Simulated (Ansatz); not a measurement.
**In3As (Pm-3m), a vibration from a frozen displacement**

The calculation used DFT PBE+D3(BJ), scalar-relativistic, plane waves, PAW (Ansatz 0.2.0). Cutoff 420 eV, Γ-centred 10×10×10 k-points, Gaussian smearing of 0.15 eV. No spin polarisation. Energies are free energies at this smearing, counted from the undisturbed cell; pressure is positive in compression.

The undisturbed cell (relaxed at this level; it needn't be the usual structure):

```
In As
1.0
     4.60214    0.00000    0.00000
     0.00000    4.60214    0.00000
     0.00000    0.00000    4.60214
In As
3 1
Direct
  0.00000 0.50000 0.50000
  0.50000 0.00000 0.50000
  0.50000 0.50000 0.00000
  0.00000 0.00000 0.00000
```

Atom 4 (As) is moved by x along the Cartesian unit vector (0.000, 0.000, 1.000); the cell and all other atoms stay fixed. The cell's volume is 97.47 Å³; the moved atoms weigh 74.922 u together and the others 344.454 u. Some rows repeat others by symmetry and weren't run.

| x (Å) | ΔE (meV/cell) | total force on the moved atoms along the move (eV/Å) | pressure (GPa) |
| --- | --- | --- | --- |
| -0.4500 | -0.36 | 0.1890 | 1.0326 |
| -0.3750 | -9.79 | 0.0691 | 0.7076 |
| -0.3000 | -11.71 | -0.0113 | 0.4489 |
| -0.2250 | -9.14 | -0.0506 | 0.2484 |
| -0.1500 | -4.95 | -0.0562 | 0.1077 |
| -0.0750 | -1.37 | -0.0355 | 0.0274 |
| 0.0000 | 0.00 | 0.0000 | 0.0007 |
| 0.0750 | -1.37 | 0.0355 | 0.0274 |
| 0.1500 | -4.95 | 0.0562 | 0.1077 |
| 0.2250 | -9.14 | 0.0506 | 0.2484 |
| 0.3000 | -11.71 | 0.0113 | 0.4489 |
| 0.3750 | -9.79 | -0.0691 | 0.7076 |
| 0.4500 | -0.36 | -0.1890 | 1.0326 |

Q: What frequency belongs to this motion?

A: The force constant is k = −dF/dx = -0.473 eV/Å², from the parabola through x = -0.0750, 0 and 0.0750. In every cell the moved atoms swing against the rest, so the mass is μ = m₁m₂/(m₁ + m₂) = 61.537 u, and ν̃ = 521.5 cm⁻¹ × √(|k|/μ) = 46i cm⁻¹. The pattern needn't be a normal mode: ν̃² is then a weighted mean of the squared nonzero frequencies at the zone centre of this cell, so it lies between the lowest and the highest of them, and at least one of them is imaginary.

Q: Where does the displacement stop?

A: The energy turns up again: a parabola through the lowest point and its two neighbours puts the minimum at x ≈ -0.31 Å, 12 meV a cell below the start. A quartic well E = kx²/2 + bx⁴ through that position would be −kx₀²/4 = 11 meV deep. For scale, k_BT is 26 meV at 300 K, but cells are coupled, so the depth doesn't fix a transition temperature; relaxing the other atoms and the cell can only lower the minimum further below this start.

In a metal these slopes depend on the k mesh and the smearing.

Cost: 7 runs of about 2.2 core-minutes in all, on Intel Xeon 6975P-C (Granite Rapids) (shared hosts).